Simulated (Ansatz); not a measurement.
Sc:
```xyz
2
Lattice="3.2771 0.0000 0.0000 -1.6386 2.8381 0.0000 0.0000 0.0000 5.0819" Properties=species:S:1:pos:R:3 pbc="T T T"
Sc     0.0000     1.8921     3.8114
Sc     1.6386     0.9460     1.2705
```

Relaxed with PBEsol. Special points in fractions of this cell's reciprocal vectors: Γ (0.000, 0.000, 0.000); M (0.500, 0.000, 0.000); K (0.333, 0.333, 0.000); A (0.000, 0.000, 0.500); L (0.500, 0.000, 0.500); H (0.333, 0.333, 0.500).

Q: List the band energies nearest the Fermi level at these points for PBEsol in the plane-wave PAW code Ansatz.

A: In eV from the Fermi level; about four levels below and three above (degenerate sets whole), none deeper than 8.9 eV; points with the same levels are listed once.

```
k                    below                          above
-  -----------------------  -----------------------------
Γ              -5.21 -1.69                 0.75 1.64 1.64
M  -1.65 -1.11 -0.72 -0.33                 1.35 1.37 1.96
K  -0.73 -0.73 -0.63 -0.56                 1.06 1.06 2.22
A              -3.60 -3.60  1.02 1.02 1.54 1.54 1.54 1.54
L              -1.54 -1.54            0.08 0.08 1.36 1.36
H  -0.43 -0.43 -0.16 -0.16            0.30 0.30 2.49 2.49
```

Space group P6_3/mmc (hcp (Mg type)). The cell was relaxed with PBEsol under the symmetry of its start. The run is not spin-polarised.

Potentials: the later of the program's two PAW sets.
